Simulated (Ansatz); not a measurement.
A geometry of Ag away from equilibrium: the start of the relaxation of a generated trial cell of Ag in the AFLOW prototype A_hR2_166_c (A7, as in As). Level of theory: PBEsol (plane waves to 420 eV, PAW, scalar-relativistic; Ansatz, an electronic-structure program). Γ-centred k-mesh 11×11×11 on the run's cell (coarser than for final values), Fermi–Dirac smearing 0.05 eV.

```xyz
2
Lattice="1.7463 1.0082 3.2383 -1.7463 1.0082 3.2383 0.0000 -2.0164 3.2383" Properties=species:S:1:pos:R:3:forces:R:3 pbc="T T T" free_energy=-15042.544 pressure_GPa=31.2
Ag     0.0000     0.0000     2.2105    0.0000    0.0000    5.2333
Ag     0.0000     0.0000     7.5043    0.0000    0.0000   -5.2333
```

Positions in Å, forces in eV/Å, free energy of the cell in eV (comparable only within this code, potentials and settings). Largest force: 5.23 eV/Å, on Ag1, Ag2 (atoms numbered as listed); the geometry lies 1.04 eV/atom above the end of its relaxation.

No spin polarisation in the result.

The run could not lose the symmetry of its start.
